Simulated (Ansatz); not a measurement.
Relaxed-ion elastic tensor of AlN (wurtzite, P6_3mc) in GPa (Voigt order), PBE in the plane-wave PAW code Ansatz; density 3.20 g/cm³, 10.65 Å³ per atom.

```
 373   127  97.2   0.0   0.0   0.0
 127   373  97.2   0.0   0.0   0.0
97.2  97.2   352   0.0   0.0   0.0
 0.0   0.0   0.0   111   0.0   0.0
 0.0   0.0   0.0   0.0   111   0.0
 0.0   0.0   0.0   0.0   0.0   123
```

**Question.** Is the crystal mechanically stable?

**Answer.** Yes: the smallest eigenvalue of C is 111 GPa.

**Question.** Work out the Voigt, Reuss and Hill averages.

**Answer.** K_V = 193, K_R = 193, K_H = 193; G_V = 121, G_R = 120, G_H = 120 GPa.

**Question.** Give Young's modulus, Poisson's ratio, Pugh's ratio and the universal anisotropy index.

**Answer.** E = 9KG/(3K + G) = 299 GPa; ν = 0.24; K/G = 1.60 (brittle by the Pugh limit of 1.75); A_U = 5G_V/G_R + K_V/K_R − 6 = 0.03.

**Question.** Estimate the sound speeds and the Debye temperature.

**Answer.** v_l = √((K + 4G/3)/ρ) = 10500 m/s, v_t = √(G/ρ) = 6140 m/s, mean 6810 m/s; Θ = (h/k)(3n/4πV)^(1/3) v_m = 921 K.

**Question.** Solve the Christoffel equation for the three sound speeds along x, y, z.

**Answer.** Eigenvalues of C_ijkl n_j n_l equal ρv² (piezoelectric stiffening left out). In km/s, slowest first: x 5.90, 6.20, 10.79; y 5.90, 6.20, 10.79; z 5.90, 5.90, 10.49.

**Question.** How much does each axis shrink under pressure?

**Answer.** Linear compressibilities β_i = Σ_j S_ij (j = 1 to 3): x 1.6, y 1.6, z 1.9 per TPa.

Symmetry was held in the PBE relaxation; phonons on a q-mesh show no instability.

Potentials: the later of the program's two PAW sets.
